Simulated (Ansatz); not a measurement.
What a change of settings does to a run on LaGe₂Rh₂

Structure from Materials Project entry mp-4562 (possibly hypothetical), not relaxed further.

First run: DFT, LDA, all-electron PAW with datasets made for the crystal, scalar-relativistic (Ansatz 0.2.0).

Command: `ansatz run input.yaml --threads 2 --pin off --max-ram 6144MiB --backend cpu --events-out ev --progress --plain --runs-dir out` The run took 2 min on 2 threads of Arm Neoverse V1, with other jobs on the host, peak memory 2.6 GiB.

```yaml
crystal:
  lattice:
    - [-2.0971309614, 2.0971309614, 5.303591284]
    - [2.0971309614, -2.0971309614, 5.303591284]
    - [2.0971309614, 2.0971309614, -5.303591284]
  atoms:
    - { symbol: La, position: [0.0, 0.0, 0.0] }
    - { symbol: Ge, position: [0.62789118, 0.62789118, 0.0] }
    - { symbol: Ge, position: [0.37210882, 0.37210882, 0.0] }
    - { symbol: Rh, position: [0.75, 0.25, 0.5] }
    - { symbol: Rh, position: [0.25, 0.75, 0.5] }
kpoints:
  mp_grid: { grid: [12, 12, 12] }
  band_path:
    path:
      - [0.0, 0.0, 0.0]
      - [0.0, 0.0, 0.5]
      - [0.25, 0.25, 0.25]
      - [0.0, 0.5, 0.0]
      - [0.0, 0.0, 0.0]
      - [0.5, 0.5, -0.5]
      - [0.289088681, 0.710911319, -0.289088681]
      - [-0.289088681, 0.289088681, 0.289088681]
      - [0.0, 0.0, 0.0]
    npoints: 8
scf:
  occupations: { method: fermi_dirac, width: 0.08 }
hamiltonian:
  xc: lda
  pseudopotentials: { kind: all_electron, datasets: crystal }
output:
  forces: true
  stress: true
  eigenvalues: true
  efg: { contact_densities: true }
```

Result: converged; pressure -6.40 GPa; largest force 0.193 eV/Å; 11 SCF iterations.

Spin polarisation is left out, and whether a magnetic state lies lower isn't shown here.

Spin–orbit coupling is left out, though it moves levels of the heavy atoms by tenths of an eV or more.

The input is then changed:

```diff
@@ -25,5 +25,6 @@
     npoints: 8
 scf:
-  occupations: { method: fermi_dirac, width: 0.08 }
+  occupations: { method: cold, width: 0.15 }
+  convergence: { dr2_threshold: 1.0e-06 }
 hamiltonian:
   xc: lda
```

**Question.** Predict the outcome of the changed run.

**Answer.** It converged; energy at zero smearing -0.3 meV/atom from the first run; pressure -6.46 GPa; largest force 0.199 eV/Å; 10 SCF iterations.
